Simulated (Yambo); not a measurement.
Mg2ZnO3 (space group P-3m1, No. 164), G0W0@LDA (Yambo, plasmon pole, terminator in G, 6×6×2 mesh): gap A → Γ in eV by bands and screening block.

| bands (W and G) | 2 Ry | 3 Ry | 5 Ry | 6 Ry | 8 Ry |
|---|---|---|---|---|---|
| 43 | 5.51 | 5.49 | 5.43 | (withheld) | 5.54 |
| 57 | 5.19 | 5.17 | 5.10 | (withheld) | 5.23 |
| 77 | 5.02 | 5.00 | 4.92 | 4.97 | 5.07 |
| 100 | (withheld) | 4.92 | 4.84 | 4.88 | 4.99 |
| 125 | 4.90 | 4.88 | 4.79 | 4.84 | 4.96 |

Estimate the withheld gaps from their neighbours; the computed values follow.


- 43, 6 Ry: 5.46
- 57, 6 Ry: 5.14
- 100, 2 Ry: 4.94

The largest settings aren't shown to be the converged limit.

Geometry of the Materials Project entry, not relaxed at this level; primitive cell a = b = 3.033 Å, c = 7.403 Å, α = β = 90.00°, γ = 120.00°.

The structure is a Materials Project entry; no match was found in the copy of COD used, and its stability was not checked.
